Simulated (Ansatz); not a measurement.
The end of the path is a generated cell of KMgBr3: the first start was made by placing the elements on the sites of a structure type, and the end was not matched to a known phase here, so it may be hypothetical.

A geometry of KMgBr$_{3}$ away from equilibrium: the start of the relaxation of a generated trial cell of KMgBr3 in the GdFeO3 structure type. The numbers are results of r2SCAN (plane waves to 500 eV, PAW, scalar-relativistic; Ansatz, a quantum-chemistry and plane-wave program), not measurements. Γ-centred k-mesh 3×2×3 on the run's cell (coarser than for final values), Fermi–Dirac smearing 0.05 eV.

```xyz
20
Lattice="7.4006 0.0000 0.0000 0.0000 10.4423 0.0000 0.0000 0.0000 7.3759" Properties=species:S:1:pos:R:3:forces:R:3 pbc="T T T" free_energy=-47425.740 pressure_GPa=0.8
K      3.6093     2.6106     7.3140   -0.2549    0.0000    0.1366
K      7.3096     2.6106     3.7499   -0.2549    0.0000   -0.1366
K      3.7913     7.8317     0.0620    0.2549    0.0000   -0.1366
K      0.0910     7.8317     3.6260    0.2549    0.0000    0.1366
Mg     0.0000     0.0000     0.0000    0.0000    0.0000    0.0000
Mg     3.7003     5.2211     3.6880    0.0000    0.0000    0.0000
Mg     0.0000     5.2211     0.0000    0.0000    0.0000    0.0000
Mg     3.7003     0.0000     3.6880    0.0000    0.0000    0.0000
Br     0.2316     2.6106     0.4322   -0.1829    0.0000    0.2270
Br     3.9319     2.6106     3.2557   -0.1829    0.0000   -0.2270
Br     7.1690     7.8317     6.9437    0.1829    0.0000   -0.2270
Br     3.4687     7.8317     4.1202    0.1829    0.0000    0.2270
Br     2.1314     5.6075     1.5711   -0.0920   -0.1391   -0.0491
Br     5.8317    10.0559     2.1169   -0.0920    0.1391    0.0491
Br     5.2692     0.3864     5.8048    0.0920   -0.1391    0.0491
Br     1.5689     4.8348     5.2590    0.0920    0.1391   -0.0491
Br     5.2692     4.8348     5.8048    0.0920    0.1391    0.0491
Br     1.5689     0.3864     5.2590    0.0920   -0.1391   -0.0491
Br     2.1314    10.0559     1.5711   -0.0920    0.1391   -0.0491
Br     5.8317     5.6075     2.1169   -0.0920   -0.1391    0.0491
```

Positions in Å, forces in eV/Å, free energy of the cell in eV (comparable only within this code, potentials and settings). Largest force: 0.29 eV/Å, on K1, K2, K3, K4, Br9, Br10, Br11, Br12 (atoms numbered as listed); the geometry lies 0.02 eV/atom above the end of its relaxation.

No spin polarisation in the result.

The run could not lose the symmetry of its start, so the end can be a saddle point.
